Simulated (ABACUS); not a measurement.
Set-up for a self-consistent single point of BaTiO3 (Pm-3m, 5 atoms in the cell; from Materials Project mp-2998, changed as shown).

```yaml
crystal:
  lattice:
    - [3.99272, 0.00000, 0.00000]
    - [0.00000, 3.99272, 0.00000]
    - [0.00000, 0.00000, 3.99272]
  atoms:
    - { symbol: Ba, position: [0.50000, 0.50000, 0.50000] }
    - { symbol: Ti, position: [0.00000, 0.00000, 0.00000] }
    - { symbol: O, position: [0.50000, 0.00000, 0.00000] }
    - { symbol: O, position: [0.00000, 0.50000, 0.00000] }
    - { symbol: O, position: [0.00000, 0.00000, 0.50000] }
```

Method: PBE, numerical atomic orbitals TZDP (confined pseudo-atomic orbitals with Gaussian additions; energy shift 0.01 Ry), PseudoDojo 0.5 standard norm-conserving PBE (tails mended) pseudopotentials in ABACUS.

ABACUS settings:

| setting | value |
|---|---|
| basis | TZDP numerical atomic orbitals, energy shift 0.01 Ry |
| KPT | Gamma 6 6 6 0 0 0 |
| basis_type | lcao |
| dft_functional | PBE |
| ecutwfc | 100 Ry |
| smearing_method | fd |
| smearing_sigma | 0.000734986 Ry |
| potentials | PseudoDojo 0.5 standard norm-conserving PBE (tails mended) |
| symmetry | 1 |
| symmetry_prec | 1e-05 |
| ks_solver | genelpa |
| scf_nmax | 100 |
| scf_thr | 1.0e-07 |
| mixing_type | pulay |

Results:

Number of valence electrons: 40
Number of bands: 30
Number of k-points after the program's reduction: 20
Size of the basis: 128
Number of SCF iterations: 12
Free energy E − TS: -3735.3627 eV
Top of the valence band (on the code's own zero): 10.61 eV
Gap on the k-point mesh: 1.74 eV
Pressure: 3.59 GPa

Stress (GPa, positive for compression):
```
3.59  0.00  0.00
0.00  3.59  0.00
0.00  0.00  3.59
```

Gaps are taken between levels on the mesh.

For comparison: a first run was changed to give this one (lattice scaled by 0.98), and from it to this one the free energy falls by 7.6 meV/atom, the pressure goes from -5.89 to 3.59 GPa and the gap on the mesh goes from 1.617 to 1.744 eV.

The atom-centred basis is finite, which shifts total energies, pressures and gaps against plane waves. The structure comes from a collection of computed structures, made at another level of theory; the collection holds predicted forms beside known ones. Its lattice was then scaled.

Cost on one core: around 30 core-seconds (rough).

The atomic orbitals were generated for these runs; they are not ABACUS's published sets and were checked against plane waves on a few crystals only.

“Tails mended”: in these copies of the files the far tail of each local potential was reset to the Coulomb form.
